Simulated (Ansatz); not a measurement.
**Calculated 17O NMR of the central transition for SiO2**

Cell: a structure deposited in the COD.

```cif
data_SiO2
_symmetry_space_group_name_H-M 'P4_12_12'
_symmetry_Int_Tables_number 92
_cell_length_a 4.9860
_cell_length_b 4.9860
_cell_length_c 6.9770
_cell_angle_alpha 90.000
_cell_angle_beta 90.000
_cell_angle_gamma 90.000
loop_
_atom_site_label
_atom_site_type_symbol
_atom_site_symmetry_multiplicity
_atom_site_Wyckoff_symbol
_atom_site_fract_x
_atom_site_fract_y
_atom_site_fract_z
Si Si 4 a 0.2988 0.2988 0.0000
O O 8 b 0.2408 0.1017 0.1766
```

One atom of each set is listed.

Computed with Ansatz: DFT, PBE, plane waves and PAW (field gradients read without the response of the frozen cores, which leaves them typically 4 to 6 % off), scalar-relativistic, 420 eV cutoff, Γ-centred 5×5×4 k-points, Fermi–Dirac smearing 0.02 eV.

17O has I = 5/2 and Q = -25.58 mb (Pyykkö 2018); at 9.4 T its Larmor frequency is ν₀ = 54.3 MHz. Only the quadrupole interaction is simulated: positions count from each site's isotropic chemical shift, and J coupling is left out, as are shift anisotropy and dipolar coupling, which fast spinning averages.

Simulated pattern of one O site (fast magic-angle spinning, Gaussian broadening 0.5 kHz):

(offset (kHz), height): (-10.047, 0), (-9.802, 1), (-9.557, 4), (-9.313, 6), (-9.068, 7), (-8.823, 7), (-8.578, 7), (-8.333, 7), (-8.088, 7), (-7.844, 7), (-7.599, 8), (-7.354, 8), (-7.109, 8), (-6.864, 9), (-6.620, 13), (-6.375, 29), (-6.130, 55), (-5.885, 78), (-5.640, 82), (-5.395, 70), (-5.151, 59), (-4.906, 54), (-4.661, 51), (-4.416, 49), (-4.171, 48), (-3.927, 48), (-3.682, 48), (-3.437, 49), (-3.192, 51), (-2.947, 53), (-2.702, 56), (-2.458, 62), (-2.213, 72), (-1.968, 88), (-1.723, 100), (-1.478, 89), (-1.234, 62), (-0.989, 28), (-0.744, 6), (-0.499, 0)

Question: Which |C_Q| and η does the pattern imply?

Answer: The pattern spans 8.55 kHz before broadening and its centre of gravity is at -3.85 kHz, which fixes P_Q; the places of the horns and steps fix η. That gives P_Q = 5.90 MHz, |C_Q| = 5.89 MHz and η = 0.12. The sign of C_Q can't be read from the pattern.

At O V_zz runs parallel to the line that joins its two neighbours (within 1°).

The calculated pressure of 7 GPa (PBE) comes largely from the unrelaxed atoms: it is 1.1 GPa once they are relaxed in the same cell. The largest force is 0.5 eV/Å, so the atoms aren't at the calculated equilibrium and relaxing them would move these values.
